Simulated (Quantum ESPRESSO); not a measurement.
## Nb2ZrF2O6 (one run as intended and one with a planted mistake)

A calculation, not a measurement. The program is pw.x of Quantum ESPRESSO 7.5 (plane-wave density functional theory). The cell is made up: 11 atoms on a rutile lattice with one site empty, with randomly drawn elements, strain and displacements, not relaxed. PseudoDojo standard norm-conserving files (v0.5 for PBE, v0.4.1 for LDA and PBEsol) set the functional; there is no spin polarisation, spin-orbit coupling or dispersion term, and the masses in the input are unused placeholders.

Intended input:

```
&control calculation='scf', pseudo_dir='./dojo.nc.sr.pbe.v0_5.standard.upf', outdir='./o', disk_io='medium', tprnfor=.true., tstress=.true. /
&system ibrav=0, nat=11, ntyp=4, nbnd=50, ecutwfc=84.00895049, nosym=.true., tot_charge=0,
 occupations='smearing', smearing='fd', degauss=0.0018374661
/
&electrons conv_thr=7.350e-09, electron_maxstep=60, /
ATOMIC_SPECIES
F 1.0 F.upf
Nb 1.0 Nb.upf
O 1.0 O.upf
Zr 1.0 Zr.upf
CELL_PARAMETERS angstrom
5.03 0.0 0.0
0.0 5.03 0.0
0.0 0.0 6.7135
ATOMIC_POSITIONS angstrom
Nb -0.0805 0.1794 0.2883
Zr 0.1336 -0.0465 3.3069
Nb 2.438 2.519 4.9901
F 1.5262 1.4217 0.1142
O 3.633 3.4612 0.0403
O 4.137 0.9546 1.7762
O 1.0546 3.9938 1.7477
O 1.6301 1.7938 3.3435
O 3.4069 3.5136 3.2725
F 4.0801 1.0304 5.1193
O 0.9577 3.9709 5.002
K_POINTS automatic
4 4 3 1 1 1
```

The log is shortened where brackets say so; the opening notice, blank lines, dates and the lines on written files are dropped, and the path of the files is cut. It prints rydbergs, bohrs and kilobars, and counts compression as positive stress. Where no state is partly filled, the Fermi energy that it prints is only some level between the filled and the empty states on the mesh, and need not lie in the true gap.

Log of the intended run:

```
     Program PWSCF v.7.5
     Parallel version (MPI & OpenMP), running on       1 processor cores
     Number of MPI processes:                 1
     Threads/MPI process:                     1
     [start-up lines left out]
     bravais-lattice index     =            0
     lattice parameter (alat)  =       9.5053  a.u.
     unit-cell volume          =    1146.2558 (a.u.)^3
     number of atoms/cell      =           11
     number of atomic types    =            4
     number of electrons       =        88.00
     number of Kohn-Sham states=           50
     kinetic-energy cutoff     =      84.0090  Ry
     charge density cutoff     =     336.0358  Ry
     scf convergence threshold =      7.3E-09
     mixing beta               =       0.7000
     number of iterations used =            8  plain     mixing
     Exchange-correlation= PBE
                           (   1   4   3   4   0   0   0)
     [axes and pseudopotential details left out]
   Cartesian axes
     site n.     atom                  positions (alat units)
         1        Nb     tau(   1) = (  -0.0160040   0.0356660   0.0573161  )
         2        Zr     tau(   2) = (   0.0265606  -0.0092445   0.6574354  )
         3        Nb     tau(   3) = (   0.4846918   0.5007952   0.9920676  )
         4        F      tau(   4) = (   0.3034195   0.2826441   0.0227038  )
         5        O      tau(   5) = (   0.7222664   0.6881113   0.0080119  )
         6        O      tau(   6) = (   0.8224652   0.1897813   0.3531213  )
         7        O      tau(   7) = (   0.2096620   0.7939960   0.3474553  )
         8        O      tau(   8) = (   0.3240755   0.3566203   0.6647117  )
         9        O      tau(   9) = (   0.6773161   0.6985288   0.6505964  )
        10        F      tau(  10) = (   0.8111531   0.2048509   1.0177535  )
        11        O      tau(  11) = (   0.1903976   0.7894433   0.9944334  )
     number of k points=    24  Fermi-Dirac smearing, width (Ry)=  0.0018
                       cart. coord. in units 2pi/alat
        k(    1) = (   0.1250000   0.1250000   0.1248728), wk =   0.0833333
        k(    2) = (   0.1250000   0.1250000  -0.3746183), wk =   0.0833333
     [further k points left out]
     Dense  grid:   119283 G-vectors     FFT dimensions: (  60,  60,  75)
     Estimated max dynamical RAM per process >     178.32 MB
     Initial potential from superposition of free atoms
     starting charge      87.9930, renormalised to      88.0000
     Starting wfcs are   62 randomized atomic wfcs
     total cpu time spent up to now is        7.6 secs
     per-process dynamical memory:    97.9 Mb
     Self-consistent Calculation
     iteration #  1     ecut=    84.01 Ry     beta= 0.70
     Davidson diagonalization with overlap
     ethr =  1.00E-02,  avg # of iterations =  2.0
     total cpu time spent up to now is       24.5 secs
     total energy              =    -643.39771642 Ry
     estimated scf accuracy    <       7.86450649 Ry
     iteration #  2     ecut=    84.01 Ry     beta= 0.70
     Davidson diagonalization with overlap
     ethr =  8.94E-03,  avg # of iterations =  6.0
     total cpu time spent up to now is       63.4 secs
     total energy              =    -636.97571111 Ry
     estimated scf accuracy    <      98.22293208 Ry
     [iterations 3 to 19 left out]
     iteration # 20     ecut=    84.01 Ry     beta= 0.70
     Davidson diagonalization with overlap
     ethr =  1.86E-11,  avg # of iterations =  4.3
     total cpu time spent up to now is      432.0 secs
     total energy              =    -648.00238872 Ry
     estimated scf accuracy    <          9.7E-09 Ry
     iteration # 21     ecut=    84.01 Ry     beta= 0.70
     Davidson diagonalization with overlap
     ethr =  1.11E-11,  avg # of iterations =  2.6
     total cpu time spent up to now is      446.0 secs
     End of self-consistent calculation
     [lines on levels left out]
     the Fermi energy is     6.3431 ev
!    total energy              =    -648.00238872 Ry
     estimated scf accuracy    <          3.8E-09 Ry
     smearing contrib. (-TS)   =      -0.00000000 Ry
     internal energy E=F+TS    =    -648.00238872 Ry
     The total energy is F=E-TS. E is the sum of the following terms:
     one-electron contribution =    -256.65432660 Ry
     hartree contribution      =     165.69562017 Ry
     xc contribution           =    -142.94651866 Ry
     ewald contribution        =    -414.09716364 Ry
     convergence has been achieved in  21 iterations
     Forces acting on atoms (cartesian axes, Ry/au):
     atom    1 type  2   force =    -0.04922000   -0.20647093    0.13195277
     atom    2 type  4   force =     0.02012177   -0.09656818   -0.04283350
     atom    3 type  2   force =    -0.02340660    0.16936462   -0.20720931
     atom    4 type  1   force =    -0.00951861   -0.00314365   -0.05500564
     atom    5 type  3   force =     0.04147588    0.09550195   -0.08735741
     atom    6 type  3   force =     0.05371134   -0.04397180   -0.08239018
     atom    7 type  3   force =    -0.11614008    0.14589282   -0.04418333
     atom    8 type  3   force =    -0.00608913   -0.05878860    0.17238365
     atom    9 type  3   force =     0.04035383    0.01498881    0.16856065
     atom   10 type  1   force =    -0.00089974   -0.00035086    0.01713801
     atom   11 type  3   force =     0.04961133   -0.01645420    0.02894429
     Total force =     0.532416     Total SCF correction =     0.000126
     Computing stress (Cartesian axis) and pressure
          total   stress  (Ry/bohr**3)                   (kbar)     P=     -213.84
  -0.00117175  -0.00027750  -0.00016884         -172.37      -40.82      -24.84
  -0.00027750  -0.00145695  -0.00005358          -40.82     -214.32       -7.88
  -0.00016884  -0.00005358  -0.00173223          -24.84       -7.88     -254.82
     init_run     :      7.13s CPU      7.55s WALL (       1 calls)
     electrons    :    422.56s CPU    438.38s WALL (       1 calls)
     forces       :      2.91s CPU      2.93s WALL (       1 calls)
     stress       :     10.19s CPU     10.23s WALL (       1 calls)
     [timing details left out]
     PWSCF        :   7m22.91s CPU   7m39.35s WALL
     JOB DONE.
```

A second run has one planted mistake: the files are those of another functional. The input lines that differ, file-writing options aside:

```
- &control calculation='scf', pseudo_dir='./dojo.nc.sr.pbe.v0_5.standard.upf', outdir='./o', disk_io='medium', tprnfor=.true., tstress=.true. /
+ &control calculation='scf', pseudo_dir='./dojo.nc.sr.lda.v0_4_1.standard.upf', outdir='./o', disk_io='low', tprnfor=.true., tstress=.true. /
```

Its log:

```
     Program PWSCF v.7.5
     Parallel version (MPI & OpenMP), running on       4 processor cores
     Number of MPI processes:                 4
     Threads/MPI process:                     1
     [start-up lines left out]
     bravais-lattice index     =            0
     lattice parameter (alat)  =       9.5053  a.u.
     unit-cell volume          =    1146.2558 (a.u.)^3
     number of atoms/cell      =           11
     number of atomic types    =            4
     number of electrons       =        88.00
     number of Kohn-Sham states=           50
     kinetic-energy cutoff     =      84.0090  Ry
     charge density cutoff     =     336.0358  Ry
     scf convergence threshold =      7.3E-09
     mixing beta               =       0.7000
     number of iterations used =            8  plain     mixing
     Exchange-correlation= SLA  PW   NOGX NOGC
                           (   1   4   0   0   0   0   0)
     [axes and pseudopotential details left out]
   Cartesian axes
     site n.     atom                  positions (alat units)
         1        Nb     tau(   1) = (  -0.0160040   0.0356660   0.0573161  )
         2        Zr     tau(   2) = (   0.0265606  -0.0092445   0.6574354  )
         3        Nb     tau(   3) = (   0.4846918   0.5007952   0.9920676  )
         4        F      tau(   4) = (   0.3034195   0.2826441   0.0227038  )
         5        O      tau(   5) = (   0.7222664   0.6881113   0.0080119  )
         6        O      tau(   6) = (   0.8224652   0.1897813   0.3531213  )
         7        O      tau(   7) = (   0.2096620   0.7939960   0.3474553  )
         8        O      tau(   8) = (   0.3240755   0.3566203   0.6647117  )
         9        O      tau(   9) = (   0.6773161   0.6985288   0.6505964  )
        10        F      tau(  10) = (   0.8111531   0.2048509   1.0177535  )
        11        O      tau(  11) = (   0.1903976   0.7894433   0.9944334  )
     number of k points=    24  Fermi-Dirac smearing, width (Ry)=  0.0018
                       cart. coord. in units 2pi/alat
        k(    1) = (   0.1250000   0.1250000   0.1248728), wk =   0.0833333
        k(    2) = (   0.1250000   0.1250000  -0.3746183), wk =   0.0833333
     [further k points left out]
     Dense  grid:   119283 G-vectors     FFT dimensions: (  60,  60,  75)
     Estimated max dynamical RAM per process >     246.54 MB
     Estimated total dynamical RAM >     898.81 MB
     Initial potential from superposition of free atoms
     starting charge      87.9943, renormalised to      88.0000
     Starting wfcs are   62 randomized atomic wfcs
     total cpu time spent up to now is        5.9 secs
     per-process dynamical memory:   175.6 Mb
     Self-consistent Calculation
     iteration #  1     ecut=    84.01 Ry     beta= 0.70
     Davidson diagonalization with overlap
     ethr =  1.00E-02,  avg # of iterations =  2.0
     total cpu time spent up to now is       14.9 secs
     total energy              =    -643.12738205 Ry
     estimated scf accuracy    <       7.54505038 Ry
     iteration #  2     ecut=    84.01 Ry     beta= 0.70
     Davidson diagonalization with overlap
     ethr =  8.57E-03,  avg # of iterations =  6.1
     total cpu time spent up to now is       31.4 secs
     total energy              =    -636.75194774 Ry
     estimated scf accuracy    <      97.02034035 Ry
     [iterations 3 to 18 left out]
     iteration # 19     ecut=    84.01 Ry     beta= 0.70
     Davidson diagonalization with overlap
     ethr =  5.26E-11,  avg # of iterations =  5.0
     total cpu time spent up to now is      200.0 secs
     total energy              =    -647.59668778 Ry
     estimated scf accuracy    <          7.7E-09 Ry
     iteration # 20     ecut=    84.01 Ry     beta= 0.70
     Davidson diagonalization with overlap
     ethr =  8.76E-12,  avg # of iterations =  3.1
     total cpu time spent up to now is      209.2 secs
     End of self-consistent calculation
     [lines on levels left out]
     the Fermi energy is     5.9768 ev
!    total energy              =    -647.59668778 Ry
     estimated scf accuracy    <          2.9E-09 Ry
     smearing contrib. (-TS)   =      -0.00000000 Ry
     internal energy E=F+TS    =    -647.59668778 Ry
     The total energy is F=E-TS. E is the sum of the following terms:
     one-electron contribution =    -256.95439035 Ry
     hartree contribution      =     164.51050397 Ry
     xc contribution           =    -141.05563777 Ry
     ewald contribution        =    -414.09716364 Ry
     convergence has been achieved in  20 iterations
     Forces acting on atoms (cartesian axes, Ry/au):
     atom    1 type  2   force =    -0.04563192   -0.20017619    0.13480313
     atom    2 type  4   force =     0.01816232   -0.09615269   -0.04598549
     atom    3 type  2   force =    -0.02417278    0.16774541   -0.21031008
     atom    4 type  1   force =    -0.01938976   -0.00855713   -0.06126334
     atom    5 type  3   force =     0.04305531    0.09866411   -0.09381882
     atom    6 type  3   force =     0.06871469   -0.05821966   -0.08558161
     atom    7 type  3   force =    -0.12639785    0.15631554   -0.03982874
     atom    8 type  3   force =    -0.00426482   -0.05552147    0.18360327
     atom    9 type  3   force =     0.03995117    0.01458974    0.17539601
     atom   10 type  1   force =    -0.00086835   -0.00079306    0.02006138
     atom   11 type  3   force =     0.05084199   -0.01789459    0.02292428
     Total force =     0.547915     Total SCF correction =     0.000131
     Computing stress (Cartesian axis) and pressure
          total   stress  (Ry/bohr**3)                   (kbar)     P=     -286.60
  -0.00164478  -0.00027127  -0.00018083         -241.95      -39.91      -26.60
  -0.00027127  -0.00192583  -0.00003988          -39.91     -283.30       -5.87
  -0.00018083  -0.00003988  -0.00227417          -26.60       -5.87     -334.54
     init_run     :      5.46s CPU      5.77s WALL (       1 calls)
     electrons    :    198.41s CPU    203.29s WALL (       1 calls)
     forces       :      1.77s CPU      1.84s WALL (       1 calls)
     stress       :      5.13s CPU      5.48s WALL (       1 calls)
     [timing details left out]
     PWSCF        :   3m30.95s CPU   3m36.64s WALL
     JOB DONE.
```

|  | intended run | run with the mistake |
| --- | --- | --- |
| free energy (eV) | -8816.522 | -8811.002 |
| smearing term -TS (eV) | 0.0000 | 0.0000 |
| pressure (GPa) | -21.38 | -28.66 |
| largest force component (eV/Å) | 5.328 | 5.407 |
| largest change of a force component (eV/Å) |  | 0.386 |
| iterations | 21 | 20 |

For scale, a rerun of the intended cell at a cutoff of 1467 eV and k mesh 6 x 6 x 5 moved values by no more than 0.004 eV in energy, 0.04 GPa in stress and 0.002 eV/Å in force. Files of another functional have another zero of energy, so the energy change says nothing on stability.